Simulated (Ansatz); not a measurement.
# Ag: energy along a strain

Ag, P6_3/mmc, a = 2.867 Å, c = 4.691 Å. This isn't the element's structure at ambient conditions. Ansatz: PBEsol, PAW, 420 eV, Γ-centred 24×24×14 mesh on 2 atoms, Gaussian smearing 0.15 eV; no spin polarisation. Cell vectors (Å): 2.867 0.000 0.000; -1.434 2.483 0.000; 0.000 0.000 4.691. The cell is strained by x per cent times the pattern (1 1 0 0 0 0) in the order xx yy zz yz xz xy (engineering shears), with fractional coordinates held. y is the free energy over the start, V0 = 16.696 Å³/atom.

| x (%) | y (meV/atom) |
| --- | --- |
| -4.00 | ? |
| -3.00 | 27.98 |
| -2.00 | 11.58 |
| 0.00 | 0.00 |
| 1.00 | 3.20 |
| 2.00 | 11.46 |
| 3.00 | 24.11 |
| 4.00 | 40.51 |

Task: Fit y = c1 x + c2 x² + c3 x³ to the other rows, get the stiffness along the pattern, and predict the missing energy.

Result: Least squares on the rows shown. y = 0.42237 x + 2.8936 x² − 0.11719 x³. The clamped-ion stiffness p·C·p = 2 × 28.94 eV × 160.2 / 16.696 Å³ = 555 GPa; c1 is there for the stress left in the start, which by itself gives a slope of 0.46 meV/atom per %. At x = -4.00 the fit asked for gives 52.11 meV/atom. The run gave 52.70 meV/atom, so the fit is 0.59 meV/atom too low, 1.1 % of the span of the series, against an rms of 0.04 meV/atom on the fitted rows. The row lies outside the fitted range. With a term in x⁴ added, a fit to the same known rows predicts 52.58 meV/atom, so most of the miss is curvature that the known rows already hold.

Cost: 8 runs of about 4.7 core-minutes in all, on Intel Xeon Processor @ 2.50GHz (Skylake/Cascade Lake) (shared hosts).